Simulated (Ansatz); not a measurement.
Method: DFT PBE, scalar-relativistic, plane waves, PAW (Ansatz 0.2.0). Settings: cutoff 420 eV, Γ-centred meshes spaced at most about 0.3 Å⁻¹, and about 0.25 Å⁻¹ or finer for metals (2π included), Gaussian smearing. No spin polarisation in the final relaxations.

All energies are static (0 K, no zero-point motion).

Two forms of B2Sb3Os were relaxed alike.

1. Space group P4/mmm (No. 123), tetragonal, a = 3.295 Å, c = 10.443 Å. B has 1 B at 1.65 Å, 4 Sb at 2.47 Å, 4 B at 3.29 Å and 4 Sb at 3.58 Å; around Sb on a site of symmetry 4mm lie 4 Os at 2.87 Å, 6 Sb at 3.29–3.54 Å and 4 B at 3.58 Å; Sb on a site of symmetry 4/mmm is surrounded by 8 B at 2.47 Å, 4 Sb at 3.29 Å and 2 Sb at 3.54 Å; Os is surrounded by 8 Sb at 2.87 Å and 4 Os at 3.29 Å.

2. Space group P4/mmm (No. 123), tetragonal, a = 4.889 Å, c = 4.429 Å. B on its first site has 2 Sb at 2.21 Å and 4 Sb at 2.44 Å; around B on its second site lie 2 Os at 2.21 Å and 4 Sb at 2.44 Å; Sb on a site of symmetry mmm is surrounded by 4 B at 2.44 Å; around Sb on a site of symmetry 4/mmm lie 2 B at 2.21 Å; Os is surrounded by 2 B at 2.21 Å and 12 Sb at 3.30–3.46 Å.

Question: Which would you expect to be lower, and how large is the difference?

Answer: Cell 2 is lower, by 27 meV/atom. Cell 1 has space group P4/mmm (No. 123), 18.9 Å³/atom and no gap on its mesh; cell 2 has space group P4/mmm (No. 123), 17.6 Å³/atom and no gap. The shortest distance is 1.65 Å (B–B) in cell 1 and 2.21 Å (B–Os and B–Sb) in cell 2. Cell 1 holds B–B pairs (shortest 1.65 Å); in cell 2 the shortest B–B distance is 3.46 Å. Even the lower one lies +1.01 eV/atom against the reference forms of the elements (uncorrected), so neither is stable at this level. Both come from invented guesses. A third cell relaxed alike, in P-4m2, lies 277 meV/atom below the lower of the two.

No dispersion correction is applied, so the spacing and binding between layers, chains or molecules are poorly described (P4/mmm at 18.9 Å³/atom), and this can change margins and order among such cells. These runs have no spin–orbit coupling, which can matter for Os and Sb. Cells relaxed within their symmetry can be saddle points.
